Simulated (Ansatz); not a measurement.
Input file for Ansatz (a program for electronic structure):

Ansatz 0.2 input:
```yaml
crystal:
  lattice:
    - [0.0, 2.06194766, 2.06194766]
    - [2.06194766, 0.0, 2.06194766]
    - [2.06194766, 2.06194766, 0.0]
  atoms:
    - { symbol: Au, position: [0.0, 0.0, 0.0] }
kpoints:
  mp_grid: { grid: [17, 17, 17] }
hamiltonian:
  xc: r2scan
  pseudopotentials: { azcp: { folder: ./paw }, kind: paw }
scf:
  occupations: { method: gaussian, width: 0.1 }
checkpoint: { read: metal.run }
output: { bader: true, populations: true }
```

Output (shortened):

```
Pseudopotential: Au, paw, valence charge 19
Functional definition: r2SCAN
Crystal: 1 atoms, lattice volume = 17.533 Å³
Basis set: ecut = 500 eV, 459 PW (Γ), exchange–correlation on 96×96×96 points (64 copies of the dense FFT grid, shifted against one another)
Bands: 18, of which v1, the nominal top of the filled ones, is band 10 counted from 1 (9 counted from 0)
Symmetry: 48 space group operations
Space group: Fm-3m (ITA 225), of the structure as read, at distance tolerance 2.6e-5 Å
k-points: 165 of 4913
Stability of the state it starts from, as read at its close in the unpolarized treatment …
iter 1 solved again at ethr=4.07e-9 eV; its pass at ethr=3.10e-3 eV (dr2=7.73e-7 eV) is discarded
SCF iter   1: F=—  HF=-13165.138016 eV  |F-HF|=—  |Δ(HF+E_count)|=         —  Δρ=1.28e-7  dr2=1.45e-12  dr2_τ=4.77e-13  ethr=4.07e-9  ⟨swp⟩=3.6  Hψ=22694  notcnv=0
preconditioner: auto → none
SCF iter   2: F=-13165.138016 eV  HF=-13165.138016 eV  |F-HF|=3.64e-12  |Δ(HF+E_count)|=   6.49e-9  Δρ=8.77e-8  dr2=9.19e-13  dr2_τ=1.57e-13  ethr=1.00e-12  ⟨swp⟩=5.1  Hψ=10458  notcnv=0
SCF 1 converged in 2 iterations: F = -13165.138016 eV  dr2 = 9.19e-13
SCF converged after 2 iterations
Free energy (F): -13165.138016 eV
Harris-Foulkes:  -13165.138016 eV  (|F-HF|=3.64e-12)
Internal energy: -13165.136021 eV  (E = F + TS)
E sigma→0 (E₀):  -13165.137019 eV
Entropy (-TS):   -0.001996 eV (-1.996 meV/atom)
Fermi energy:    19.782123 eV
--- Per-component energies (eV) ---
  E_band       = -240.156115
  E_kinetic    = 578.624429
  E_local      = -1748.329633  (includes V_loc(G=0)·N_el)
  E_nonlocal   = 99.788682
  E_hartree    = 756.090485
  E_xc         = -205.497725
  E_vxc        = -290.566378  (∫ρ·V_xc dr)
  E_paw        = -9755.969953  (= ΣΔE_a)
  E_vpaw       = -411.871042  (= ΣTr[D̂ρ^β])
  E_aug_tail   = 0.000146  (compensation charges beyond the density's cutoff)
  E_vtau       = 20.016661  (kinetic-family band-sum trace: ∫τ·v_τ [+ j·A + Jᵃ·Aᵃ] dr)
  E_ewald      = -2889.666005
  E_core_change = -0.176448  (= ΣΔE_core)
  E_smearing   = -0.001996  (= −TS)
  E_closure    = 0.000000  (closes the sum)
  Σ components = -13165.138016   (vs F -13165.138016, Δ=0.00e0)
  [band-id]    e_kinetic+e_local+e_nonlocal+2·e_hartree+e_vxc+e_vpaw+e_augmentation_tail+e_vtau = -240.156164   (vs E_band -240.156115, Δ=-4.92e-5)
--- Band table (eV; the first three rows and the last of 165) ---
  k-point 0: bands = ["-87.9927", "-38.6745", "-38.6745", "-38.6745", "9.8612", "14.8346", "14.8346", "14.8346", "16.2913", "16.2913", "34.8360", "38.7724", "38.7724", "38.7724", "44.0019", "48.0311", "48.0311", "48.0311"]
  k-point 1: bands = ["-87.9923", "-38.6817", "-38.6756", "-38.6756", "9.9839", "14.7973", "14.8760", "14.8760", "16.2734", "16.2734", "34.9709", "37.9868", "38.9090", "38.9090", "44.6086", "46.7173", "47.3538", "47.3538"]
  k-point 2: bands = ["-87.9912", "-38.7021", "-38.6787", "-38.6787", "10.3402", "14.7062", "14.9815", "14.9815", "16.2402", "16.2402", "35.2174", "36.4071", "39.2888", "39.2888", "43.8573", "45.9750", "45.9750", "47.2747"]
  k-point 164: bands = ["-87.9777", "-38.8214", "-38.8087", "-38.7548", "13.6538", "14.2412", "14.5716", "16.2026", "17.7675", "24.0568", "26.0293", "26.6099", "29.5899", "42.5014", "42.6695", "45.0106", "47.8969", "51.9049"]
--- Löwdin populations: 1 site ---
  site symbol       q [e]
     0     Au     18.8532
  spilling = 0.007724 (of n_electrons = 19.000000)
--- Bader charges: 1 site ---
  site symbol  charge [e]  shift [e]
     0     Au      0.0000     0.0000
  shift: an alarm, by how much a part of what the PAW files miss would move the charge. Where it is large, compare
  with a run on PAW files of another source; a small one proves nothing
  estimated error of the sums over rays = 3.7e-7 e
```

Cost: around 7 core-seconds (rough) on shared cores.

The cell was relaxed with r²SCAN under the symmetry of its start. Scalar-relativistic: spin–orbit coupling is off unless named, which matters more the heavier the elements.

Potentials: the earlier of the program's two PAW sets.

Ansatz is a plane-wave DFT program.
